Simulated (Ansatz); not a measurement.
MnGe2 (MoSi2 or CaC2 type, I4/mmm), DFT-PBE in the program Ansatz with PAW potentials, all energies at zero smearing, with the estimated change up to a 700 eV cutoff added, with one set of potentials and settings (totals compare only within such a set). Cell of 6 atoms (2 Mn, 4 Ge): -24977.208 eV.

```tsv
element	reference phase	E (eV/atom)
Mn	I-43m, 29 atoms in the cell, spin-polarised	-3898.8617
Ge	Fd-3m, 2 atoms in the cell	-4294.9847
```

Formation energy per atom, worked out: (-24977.208 − 2×(-3898.8617) − 4×(-4294.9847))/6 = 0.076 eV/atom (7 kJ per mol of atoms), at 0 K, without zero-point energy or fitted corrections.

The cell is a constructed one: a structure type filled with these elements; neither database checked (COD, Materials Project) lists it. Its standing as an ambient phase is unchecked. The cell keeps a stress of up to 0.3 GPa. Symmetry was held in the PBE relaxation, as lowered by the spin order; whether a distortion lowers the energy is not shown. Magnetic state: antiferromagnetic, chosen from 4 collinear starts compared on coarse meshes (ties went to the first, and starts can fall back to one state), not a proven ground state. The references are the lowest solids computed at this level, not always the standard phases.

Potentials: the later of the program's two PAW sets.
